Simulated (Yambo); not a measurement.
SrCuTeF (space group P4/nmm, No. 129), G0W0@PBEsol in Yambo with this input:

```
rim_cut
gw0
dyson
el_el_corr
HF_and_locXC
ppa
em1d
RandQpts= 1000000
RandGvec= 1 Ry
EXXRLvcs= 92 Ry
VXCRLvcs= 368 Ry
Chimod= "HARTREE"
% BndsRnXp
 9 | 264 |
%
NGsBlkXp= 7 Ry
% LongDrXp
 1.0 | 1.0 | 1.0 |
%
PPAPntXp= 27.2114 eV
% GbndRnge
 1 | 264 |
%
GTermKind= "BG"
DysSolver= "n"
ExtendOut
```

On a 2×2×1 mesh, with wavefunctions cut at 92 Ry, the gap (Γ → Γ) is 2.250 eV and the valence edge shifts by -0.580 eV.

Task: What happens with this change: wavefunctions cut at 10 Ry?

Result: The gap falls by 0.176 eV, to 2.074 eV; the shift of the valence edge becomes -0.074 eV. Neither run is shown to be the converged limit.

The standard potential for Te keeps a d shell in the valence without the s and p states of that shell. In tests on such compounds this moved G0W0 gaps by up to about 0.9 eV, so absolute quasiparticle energies here are unreliable; differences between settings are what counts.

Spin-orbit coupling is not included.

Geometry of the Materials Project entry, not relaxed at this level; primitive cell a = 4.276 Å, b = 4.276 Å, c = 9.222 Å, α = 90.00°, β = 90.00°, γ = 90.00°.

The structure is a Materials Project entry; no match was found in the copy of COD used, and its stability was not checked.

A shift is the quasiparticle energy of the state minus its PBEsol energy.
